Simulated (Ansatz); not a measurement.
PrSb:
```
CELL_PARAMETERS angstrom
      0.00000     3.14494     3.14494
      3.14494     0.00000     3.14494
      3.14494     3.14494     0.00000
ATOMIC_POSITIONS crystal
  Sb 0.50000 0.50000 0.50000
  Pr 0.00000 0.00000 0.00000
```
The run is spin-polarised; directions of the spins, atom by atom: 0 ↑.

Relaxed with PBEsol.

Task: Give the Bader charges and basin volumes of the independent atoms, PBEsol in the plane-wave PAW code Ansatz.

Result: 

```json
[
 {"atom": "Sb1", "Bader charge (e)": "-1.35", "Bader volume (Å³)": "39.4"},
 {"atom": "Pr2", "Bader charge (e)": "+1.35", "Bader volume (Å³)": "22.9"}
]
```

Space group Fm-3m (rock salt). The workflow started from an entry of the Crystallography Open Database (COD). Its standing as an ambient phase is unchecked. The PBEsol relaxation kept the symmetry of its start; its stability against distortions is not shown here. Magnetic state: ferromagnetic, the only order run, not a proven ground state. The cell computed holds one magnetic atom, so no antiferromagnetic order was within reach. Caveat: open 4f shells can settle in a state that is not the lowest. Other orbital occupations within this spin state were not tried. No Hubbard U is applied. Scalar-relativistic: spin–orbit coupling is off unless named, which matters more the heavier the elements.

Potentials: the later of the program's two PAW sets.
